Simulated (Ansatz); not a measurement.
Consider the following.

Li:
Space group Fm-3m (No. 225); a = b = c = 4.2335 Å, α = β = γ = 90.00°

```tsv
atom	site	symmetry	x	y	z
Li	4a	m-3m	0.0000	0.0000	0.0000
```
(The calculation used a cell of 1 atom; values per cell refer to that cell.)

This is the LDA-relaxed structure.

### Question
All from DFT-LDA in the program Ansatz with PAW potentials, unless another level is named. Predict the Young's modulus.

### Answer
15.1 GPa.

### Question
Predict the elastic constants (relaxed ions, GPa).

### Answer
C11 = 17.7, C12 = 13.6, C44 = 10.9.

The first step of the workflow began from a Materials Project structure, measured or hypothetical; the Crystallography Open Database files this formula in space group No. 225, but the cells were not matched. It is not the phase usual at ambient conditions (space group No. 229). The LDA relaxation kept the symmetry of its start; whether a distortion lowers the energy is not shown. As this level gives no gap, shear constants depend on the k-mesh and smearing (Fermi–Dirac, 0.1 eV here).

Potentials: the earlier of the program's two PAW sets. The files were generated under PBE; for other functionals the program regenerates the frozen cores, and for LDA and PBEsol the local potential too.
